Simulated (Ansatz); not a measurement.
**Vibrations of W (Im-3m) by finite displacements**

```yaml
crystal:
  lattice:
    - [-1.57708, 1.57708, 1.57708]
    - [1.57708, -1.57708, 1.57708]
    - [1.57708, 1.57708, -1.57708]
  atoms:
    - { symbol: W, position: [0.00000, 0.00000, 0.00000] }
```

The conventional cell has a = 3.154 Å, b = 3.154 Å, c = 3.154 Å, α = 90.00°, β = 90.00°, γ = 90.00°. W (atom 1) is surrounded by 8 W at 2.73 Å.

Computed, not measured; unless marked otherwise by PBEsol, PAW on Ansatz 0.2.0's default frozen-core files (fitted under PBE), scalar-relativistic. k mesh 20×20×20, Fermi-Dirac smearing of 0.100 eV, cutoff 420 eV. The cell was relaxed by PAW under this functional.

Atoms are displaced by 0.0025 Å in the smallest supercells that hold the wave vectors of a 4×4×4 mesh. Negative values stand for unstable modes.

(1) What are the phonon energies at the solved wave vectors, in cm⁻¹?

(2) Is the structure dynamically stable at these wave vectors?

(3) The cell is scaled evenly to 15.219 and 16.161 Å³ (from 15.690), with free atoms relaxed and the shape held. What are the mode Grüneisen parameters γ = −d ln ω/d ln V?

Results:

(1) 

| q | point | modes (cm⁻¹) |
| --- | --- | --- |
| 0.250 0.000 0.000 | – | 100.6, 101.6, 164.6 |
| 0.500 0.000 0.000 | N | 137.0, 148.2, 223.8 |
| 0.250 0.250 0.000 | – | 149.3, 168.3, 200.1 |
| 0.250 0.250 0.250 | P | 181.4 (×3) |
| -0.250 0.250 0.250 | – | 135.4 (×2), 199.1 |
| 0.500 0.500 0.250 | – | 156.2, 178.7, 206.8 |
| 0.500 0.500 0.500 | H | 182.4 (×3) |

(2) Yes, no mode is unstable there; wave vectors off this mesh aren't tested.

(3) For the highest mode, 238.8 cm⁻¹ in the small cell and 209.2 in the large one give γ ≈ 2.20. From the change of the dynamical matrix on each mode:

```json
{"point": "0.25/0/0", "cm⁻¹": "100.6", "γ": "0.96"}
{"point": "0.25/0/0", "cm⁻¹": "101.6", "γ": "1.59"}
{"point": "0.25/0/0", "cm⁻¹": "164.6", "γ": "1.91"}
{"point": "N", "cm⁻¹": "137.0", "γ": "2.21"}
{"point": "N", "cm⁻¹": "148.2", "γ": "0.93"}
{"point": "N", "cm⁻¹": "223.8", "γ": "2.20"}
{"point": "0.25/0.25/0", "cm⁻¹": "149.3", "γ": "1.23"}
{"point": "0.25/0.25/0", "cm⁻¹": "168.3", "γ": "1.69"}
{"point": "0.25/0.25/0", "cm⁻¹": "200.1", "γ": "2.16"}
{"point": "P", "cm⁻¹": "181.4", "γ": "1.69"}
{"point": "-0.25/0.25/0.25", "cm⁻¹": "135.4", "γ": "1.76"}
{"point": "-0.25/0.25/0.25", "cm⁻¹": "199.1", "γ": "1.36"}
{"point": "0.5/0.5/0.25", "cm⁻¹": "156.2", "γ": "2.23"}
{"point": "0.5/0.5/0.25", "cm⁻¹": "178.7", "γ": "1.17"}
{"point": "0.5/0.5/0.25", "cm⁻¹": "206.8", "γ": "2.17"}
{"point": "H", "cm⁻¹": "182.4", "γ": "2.16"}
```

Weighted by the modes' heat capacities at 300 K, the mean on this mesh is 1.69; it moves with the q mesh, and a coarse one overweights the zone boundary.

Known limits: frozen-core PAW files fitted under PBE, their cores solved anew for the functional of the run; responses of metals move with mesh and smearing; no spin-orbit coupling on heavy atoms.
